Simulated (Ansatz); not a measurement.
YBrO:
```cif
data_Br2O2Y2
_chemical_formula_sum 'Y2 Br2 O2'
_space_group_name_H-M_alt 'P4/nmm :1'
_space_group_IT_number 129
_space_group_name_Hall 'P 4ab 2ab -1ab'
_cell_length_a 3.83329
_cell_length_b 3.83329
_cell_length_c 8.36285
_cell_angle_alpha 90.000
_cell_angle_beta 90.000
_cell_angle_gamma 90.000
loop_
_space_group_symop_operation_xyz
  'x, y, z'
  '-y+1/2, x+1/2, z'
  '-x, -y, z'
  'y+1/2, -x+1/2, z'
  'x+1/2, -y+1/2, -z'
  '-y, -x, -z'
  '-x+1/2, y+1/2, -z'
  'y, x, -z'
  '-x+1/2, -y+1/2, -z'
  'y, -x, -z'
  'x+1/2, y+1/2, -z'
  '-y, x, -z'
  '-x, y, z'
  'y+1/2, x+1/2, z'
  'x, -y, z'
  '-y+1/2, -x+1/2, z'
loop_
_atom_site_label
_atom_site_type_symbol
_atom_site_symmetry_multiplicity
_atom_site_Wyckoff_symbol
_atom_site_fract_x
_atom_site_fract_y
_atom_site_fract_z
_atom_site_occupancy
Y1 Y 2 c 0.00000 0.50000 0.13462 1
Br1 Br 2 c 0.50000 0.00000 0.33077 1
O1 O 2 a 0.00000 0.00000 0.00000 1
```

Relaxed with r²SCAN+D4.

Problem. Which orbitals make up the states near the band edges in r²SCAN+D4 (plane waves, PAW; program Ansatz)?

Solution. Top 1 eV of the valence band: Br 4p 63 %, O 2p 32 %. Bottom 1 eV of the conduction band: Y 4d 78 %, Y 5s 7 %, outside the projected shells 7 %. Projections are on Löwdin-orthogonalised atomic valence shells; empty p or d shells of many metals are not among them.

Problem. Tabulate the density of states.

Solution. States/eV per cell of 6 atoms, in 0.25 eV bins, energy from the valence-band maximum.

```
E (eV)  total  Y 4d  Br 4p  O 2p
------  -----  ----  -----  ----
-7.85    0.00  0.00   0.00  0.00
-7.60    0.00  0.00   0.00  0.00
-7.35    0.00  0.00   0.00  0.00
-7.10    0.00  0.00   0.00  0.00
-6.85    0.00  0.00   0.00  0.00
-6.60    0.00  0.00   0.00  0.00
-6.35    0.00  0.00   0.00  0.00
-6.10    0.00  0.00   0.00  0.00
-5.85    0.00  0.00   0.00  0.00
-5.60    0.00  0.00   0.00  0.00
-5.35    0.00  0.00   0.00  0.00
-5.10    0.00  0.00   0.00  0.00
-4.85    0.00  0.00   0.00  0.00
-4.60    0.00  0.00   0.00  0.00
-4.35    0.00  0.00   0.00  0.00
-4.10    0.00  0.00   0.00  0.00
-3.85    0.17  0.04   0.04  0.08
-3.60    3.12  0.67   0.49  1.72
-3.35    4.72  0.89   0.93  2.53
-3.10    7.56  1.28   1.75  4.05
-2.85    5.83  1.02   1.29  3.27
-2.60   10.34  1.71   3.37  4.86
-2.35    2.72  0.37   0.90  1.30
-2.10    6.96  0.78   3.71  2.19
-1.85    5.81  0.51   3.13  1.92
-1.60    5.79  0.47   2.87  2.25
-1.35    8.78  0.75   4.38  3.43
-1.10    6.23  0.38   3.15  2.54
-0.85   10.30  0.47   6.56  3.09
-0.60   11.67  0.39   7.34  3.76
-0.35    4.92  0.08   2.98  1.78
-0.10    1.06  0.01   0.73  0.31
0.15     0.00  0.00   0.00  0.00
0.40     0.00  0.00   0.00  0.00
0.65     0.00  0.00   0.00  0.00
0.90     0.00  0.00   0.00  0.00
1.15     0.00  0.00   0.00  0.00
1.40     0.00  0.00   0.00  0.00
1.65     0.00  0.00   0.00  0.00
1.90     0.00  0.00   0.00  0.00
2.15     0.00  0.00   0.00  0.00
2.40     0.00  0.00   0.00  0.00
2.65     0.00  0.00   0.00  0.00
2.90     0.00  0.00   0.00  0.00
3.15     0.00  0.00   0.00  0.00
3.40     0.00  0.00   0.00  0.00
3.65     0.00  0.00   0.00  0.00
3.90     0.00  0.00   0.00  0.00
4.15     0.00  0.00   0.00  0.00
4.40     0.00  0.00   0.00  0.00
4.65     0.00  0.00   0.00  0.00
4.90     0.00  0.00   0.00  0.00
5.15     1.14  0.88   0.01  0.05
5.40     4.62  3.66   0.05  0.16
5.65     5.10  4.03   0.08  0.19
5.90     5.65  4.32   0.12  0.27
6.15     4.27  3.35   0.12  0.16
6.40     4.38  3.44   0.18  0.14
6.65     6.08  4.53   0.31  0.24
6.90     7.13  5.15   0.48  0.26
7.15     8.88  6.68   0.59  0.39
7.40     2.90  2.01   0.21  0.16
7.65     7.15  4.90   0.35  0.61
7.90     6.57  4.39   0.26  0.77
8.15     5.36  3.24   0.19  0.51
8.40     5.95  3.07   0.24  0.45
8.65     5.13  2.44   0.18  0.41
```

The workflow started from a Materials Project entry (that database holds measured and hypothetical structures alike); the Crystallography Open Database copy checked does not list it. Its standing as an ambient phase is unchecked. The r²SCAN+D4 relaxation kept the symmetry of its start; whether a distortion lowers the energy is not shown. No spin polarisation was allowed. Scalar-relativistic: spin–orbit coupling is off unless named, which matters more the heavier the elements.

Potentials: the later of the program's two PAW sets.
